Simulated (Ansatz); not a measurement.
SiC:
```cif
data_CSi
_chemical_formula_sum 'Si1 C1'
_space_group_name_H-M_alt 'P 1'
_space_group_IT_number 1
_cell_length_a 3.06107
_cell_length_b 3.06107
_cell_length_c 3.06107
_cell_angle_alpha 60.000
_cell_angle_beta 60.000
_cell_angle_gamma 60.000
loop_
_space_group_symop_operation_xyz
  'x, y, z'
loop_
_atom_site_label
_atom_site_type_symbol
_atom_site_fract_x
_atom_site_fract_y
_atom_site_fract_z
_atom_site_occupancy
Si1 Si 0.75000 0.75000 0.75000 1
C1 C 0.00000 0.00000 0.00000 1
```

This is the LDA-relaxed structure.

All from LDA in the plane-wave PAW code Ansatz, unless another level is named. Give the largest static χ(2) component.

23 pm/V.

Give the static dielectric constant ε0 (ions relaxed, cell fixed).

10.3.

Predict the Born charges (a third of the trace).

Si +2.73, C -2.73 e.

Next, the electronic dielectric constant ε∞ (DFPT)?

6.93.

Space group F-43m (zinc blende). The cell was relaxed with LDA under the symmetry of its start; phonons on a q-mesh show no instability.

Potentials: the earlier of the program's two PAW sets.
